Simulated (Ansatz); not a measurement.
Cu Kα1 powder pattern (kinematic, no thermal factors).
2θ (°) (relative intensity): 19.58 (1), 28.87 (100), 29.56 (33), 33.66 (58), 40.53 (2), 47.89 (30), 48.79 (27), 56.89 (15), 57.29 (31), 58.09 (13), 59.81 (12), 61.36 (3), 70.77 (9), 77.48 (12), 78.51 (6), 79.54 (6), 80.02 (10), 81.38 (9), 89.34 (5)

The pattern is computed from a structure relaxed with DFT PBE, scalar-relativistic, plane waves, PAW, and for the lanthanide a 4f-in-core norm-conserving potential (Ansatz 0.2.0). No spin polarisation. Its elements are F, Ho.

Problem. Give the structure.

Solution. Ho3F2.
Space group P-3m1 (No. 164). a = 3.796 Å, b = 3.796 Å, c = 9.058 Å, α = 90.00°, β = 90.00°, γ = 120.00°
| atom | site | symmetry | x | y | z |
| --- | --- | --- | --- | --- | --- |
| Ho | 1a | -3m. | 0.0000 | 0.0000 | 0.0000 |
| Ho | 2d | 3m. | 0.3333 | 0.6667 | 0.6581 |
| F | 2d | 3m. | 0.3333 | 0.6667 | 0.9293 |

A pattern alone doesn't exclude other cells with like lines; this is the one computed.

The cell was found from a structure generator's guess, not taken from experiment.

The lanthanide is trivalent by construction, without f bands, f moments or other valences.
